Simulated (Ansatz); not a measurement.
**Band table of Os (sc type)**

```
CELL_PARAMETERS angstrom
2.51676 0.00000 0.00000
0.00000 2.51676 0.00000
0.00000 0.00000 2.51676
ATOMIC_POSITIONS crystal
Os 0.00000 0.00000 0.00000
```

The cell comes from a relaxation on PAW files under the same functional, begun from a prototype that needn't be the stable phase.

Computed with Ansatz 0.2.0; functional LDA, scalar-relativistic. Settings: a Γ-centred 17×17×17 k mesh, Fermi–Dirac smearing of 0.05 eV, no spin polarisation. Methods: LAPW: all electrons, basis error target 1 meV/atom.

Spin–orbit coupling is left out, which matters for the heavy atoms.

Path points, in fractions of the reciprocal vectors: Γ (0.000, 0.000, 0.000), X (0.000, 0.500, 0.000), M (0.500, 0.500, 0.000), R (0.500, 0.500, 0.500). The distance column jumps between branches of the path. Levels in eV from the Fermi level; bands 20 to 26, counted from the lowest band of the run. The gap is zero, the pressure -0.01 GPa.

```
# k(1/Å) point b20 b21 b22 b23 b24 b25 b26
0.000 Γ -9.84 -6.33 -6.33 2.45 2.45 2.45 15.43
0.178 - -9.66 -6.29 -6.15 2.21 2.21 2.47 14.46
0.357 - -9.19 -6.18 -5.59 1.60 1.60 2.52 12.56
0.535 - -8.54 -6.01 -4.66 0.82 0.82 2.59 10.63
0.713 - -7.83 -5.81 -3.47 0.07 0.07 2.67 9.03
0.892 - -7.19 -5.62 -2.30 -0.54 -0.54 2.74 7.99
1.070 - -6.72 -5.49 -1.50 -0.93 -0.93 2.79 7.59
1.248 X -6.54 -5.44 -1.24 -1.07 -1.07 2.81 7.56
1.427 - -6.34 -5.27 -2.44 -1.04 0.09 2.61 7.56
1.605 - -5.95 -4.60 -3.69 -0.95 1.23 2.07 7.55
1.783 - -5.60 -4.84 -3.27 -0.81 1.38 2.26 7.50
1.962 - -5.80 -5.30 -1.42 -0.66 0.68 3.15 7.34
2.140 - -6.53 -5.04 -0.52 0.11 0.72 3.90 6.97
2.318 - -6.98 -4.85 -0.42 -0.26 2.90 4.41 6.19
2.497 M -7.13 -4.78 -0.38 -0.38 4.60 4.60 5.04
2.749 - -6.84 -4.92 -0.32 -0.27 2.46 3.41 7.03
3.001 - -6.11 -5.22 -0.11 0.07 0.14 1.05 9.00
3.253 - -6.28 -4.81 -2.00 -0.90 0.28 0.59 10.79
3.505 - -7.30 -4.98 -3.80 -0.81 0.86 1.22 12.45
3.757 - -8.53 -5.71 -5.18 0.67 1.55 1.82 13.46
4.010 - -9.49 -6.18 -6.04 1.96 2.18 2.28 14.58
4.262 Γ -9.84 -6.33 -6.33 2.45 2.45 2.45 15.43
4.571 - -9.31 -6.00 -6.00 1.89 2.03 2.03 14.68
4.880 - -7.84 -5.03 -5.03 0.63 0.86 0.86 14.06
5.188 - -6.00 -3.57 -3.57 -0.71 -0.71 -0.18 13.99
5.497 - -5.21 -3.10 -3.10 -0.84 -0.84 1.26 13.31
5.806 - -5.40 -4.36 -4.36 1.41 1.41 4.86 11.11
6.115 - -5.58 -5.29 -5.29 3.90 3.90 8.74 9.28
6.424 R -5.61 -5.61 -5.61 5.29 5.29 8.07 11.57
6.676 - -5.64 -5.45 -5.29 3.93 4.68 8.61 10.60
6.928 - -5.64 -4.96 -4.39 1.52 2.85 9.19 9.24
7.180 - -5.46 -4.19 -3.22 -0.80 0.55 7.42 8.43
7.433 - -4.96 -3.33 -3.22 -2.75 -0.07 5.22 7.94
7.685 - -4.93 -4.22 -4.07 -2.21 1.25 2.96 7.67
7.937 - -6.12 -5.13 -2.80 -1.39 0.80 2.40 7.57
8.189 X -6.54 -5.44 -1.24 -1.07 -1.07 2.81 7.56
9.955 R -5.61 -5.61 -5.61 5.29 5.29 8.07 11.57
10.133 - -5.70 -5.45 -5.45 4.28 5.28 8.35 11.30
10.311 - -5.95 -4.97 -4.97 2.19 5.24 9.14 10.54
10.490 - -6.28 -4.21 -4.21 -0.03 5.19 9.41 9.41
10.668 - -6.61 -3.20 -3.20 -2.00 5.13 8.02 8.02
10.846 - -6.89 -3.51 -2.03 -2.03 5.08 6.53 6.53
11.024 - -7.07 -4.46 -0.92 -0.92 5.05 5.21 5.21
11.203 M -7.13 -4.78 -0.38 -0.38 4.60 4.60 5.04
```
